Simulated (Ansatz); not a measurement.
**Every step of a relaxation of O (O2 molecule in a box)**

DFT, LDA, PAW with Ansatz's default frozen-core files, scalar-relativistic (Ansatz 0.2.0); a Γ-centred 1×1×1 k mesh, Fermi–Dirac smearing of 0.01 eV, spin-polarised from start moments O1 1, O2 1 μB. The run relaxes the atoms in the fixed cell.

Command: `ansatz run input.yaml --threads 4 --pin off --max-ram 10240MiB --backend cpu --events-out ev --progress --plain --runs-dir out` It took 4.9 s on 4 threads of Arm Neoverse V1, on a shared host, peak memory 0.54 GiB.

```yaml
crystal:
  lattice:
    - [9.0, 0.0, 0.0]
    - [0.0, 9.2, 0.0]
    - [0.0, 0.0, 10.2]
  atoms:
    - { symbol: O, position: [0.5, 0.5, 0.44019608], spin: 1.0 }
    - { symbol: O, position: [0.5, 0.5, 0.55980392], spin: 1.0 }
magnetization:
  spin_polarized: true
kpoints:
  mp_grid: { grid: [1, 1, 1] }
scf:
  occupations: { method: fermi_dirac, width: 0.01 }
hamiltonian:
  xc: lda
  pseudopotentials: { kind: paw }
output:
  forces: true
  stress: true
relax:
  f_tol: 0.003
  max_steps: 80
```

Each step lists its free energy a cell above the last geometry, and Cartesian positions (Å) with forces (eV/Å).

The first step:

```
step 1  dF = 14.54 meV
  O 4.5000 4.6000 4.4900   0.0000 0.0000 1.4136
  O 4.5000 4.6000 5.7100   0.0000 0.0000 -1.4136
```

Other magnetic orders may lie lower. The PAW files were made under PBE.

Where does the relaxation end, and by which steps?

After 4 geometries, with a shortest distance of 1.200 Å and a cell moment of 2.00 μB. The further steps:
```
step 2  dF = 1.27 meV
  O 4.5000 4.6000 4.4971   0.0000 0.0000 0.4313
  O 4.5000 4.6000 5.7029   0.0000 0.0000 -0.4313
step 3  dF = 0.00 meV
  O 4.5000 4.6000 4.5002   0.0000 0.0000 -0.0231
  O 4.5000 4.6000 5.6998   0.0000 0.0000 0.0231
step 4  dF = 0.00 meV
  O 4.5000 4.6000 4.5001   0.0000 0.0000 0.0010
  O 4.5000 4.6000 5.6999   0.0000 0.0000 -0.0010
step 5  dF = 0.00 meV  (same geometry, solved once more)
  O 4.5000 4.6000 4.5001   0.0000 0.0000 0.0010
  O 4.5000 4.6000 5.6999   0.0000 0.0000 -0.0010
step 5  dF = 0.00 meV  (same geometry, solved once more)
  O 4.5000 4.6000 4.5001   0.0000 0.0000 0.0010
  O 4.5000 4.6000 5.6999   0.0000 0.0000 -0.0010
```
